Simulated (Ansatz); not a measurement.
# Lattice vibrations of LiF at Γ at 22 GPa

Level of theory: DFT LDA, scalar-relativistic, plane waves, PAW (Ansatz). Cutoff 420 eV, 10×10×10 k-points (Γ-centred), fixed occupations. No spin polarisation. Phonons by linear response, acoustic sum rule imposed.

The cell, relaxed at 22 GPa:
```
Li F
1.0
     0.00000    1.84406    1.84406
     1.84406    0.00000    1.84406
     1.84406    1.84406    0.00000
Li F
1 1
Direct
  0.00000 0.00000 0.00000
  0.50000 0.50000 0.50000
```

Question: Give the high-frequency dielectric tensor ε∞.

Answer:
```
2.17 0.00 0.00
0.00 2.17 0.00
0.00 0.00 2.17
```

Question: Give the Born effective charges.

Answer:
```json
{"atom": "Li (atom 1)", "Z*xx": "1.02", "Z*yy": "1.02", "Z*zz": "1.02", "mean": "1.02"}
{"atom": "F (atom 2)", "Z*xx": "-1.02", "Z*yy": "-1.02", "Z*zz": "-1.02", "mean": "-1.02"}
```

Question: How large is the static dielectric tensor with the ions free to move, and what share of it is ionic?

Answer:
```
5.4 0.0 0.0
0.0 5.4 0.0
0.0 0.0 5.4
```
The ions give 60 % of its trace.